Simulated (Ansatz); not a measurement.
## What moves the field gradients of SiC?

Cell of run 1: a Materials Project structure (computed, not necessarily an observed phase).

Space group P6_3mc (No. 186); a = 3.0772, c = 20.1256 Å, γ = 120.00°.

```
site  Wyckoff  site symmetry       x       y       z
 Si1       2b            3m.  0.3333  0.6667  0.8752
 Si2       2b            3m.  0.3333  0.6667  0.6250
 Si3       2a            3m.  0.0000  0.0000  0.0001
 Si4       2b            3m.  0.6667  0.3333  0.7501
  C9       2b            3m.  0.3333  0.6667  0.3441
 C10       2b            3m.  0.6667  0.3333  0.2187
 C12       2a            3m.  0.0000  0.0000  0.5938
 C13       2b            3m.  0.3333  0.6667  0.9689
```

One atom of each set is listed.

All runs are DFT with Ansatz 0.2.0 (plane waves and PAW, scalar-relativistic unless spin–orbit coupling is named, Γ-centred meshes, Fermi–Dirac smearing where given) in this cell.

Run 1: PBE, gradients read without the response of the cores, atoms as given; 420 eV, 10×10×2 k-points, smearing 0.02 eV.
Run 2: r2SCAN, gradients read without the response of the cores, atoms as given; 500 eV, 10×10×2 k-points, smearing 0.02 eV.
Run 3: HSE06, gradients read without the response of the cores, atoms as given; 420 eV, 6×6×1 k-points, smearing 0.02 eV.

| run | Si1 V_zz (η) | Si3 V_zz (η) | C9 V_zz (η) |
| --- | --- | --- | --- |
| 1 | 0.19 (0.00) | 0.11 (0.00) | 0.21 (0.00) |
| 2 | 0.21 (0.00) | 0.11 (0.00) | 0.21 (0.00) |
| 3 | ? | ? | ? |

V_zz in 10²¹ V/m²; 3 of the 8 sets of like atoms are followed.

(1) Estimate the row of run 3.

Results:

(1) Si1: 0.20 (0.00); Si3: 0.14 (0.00); C9: 0.23 (0.00). It lies nearest to run 1, from whose tensors on these sites it differs by 0.02 at most (largest principal value of the difference, on Si3).
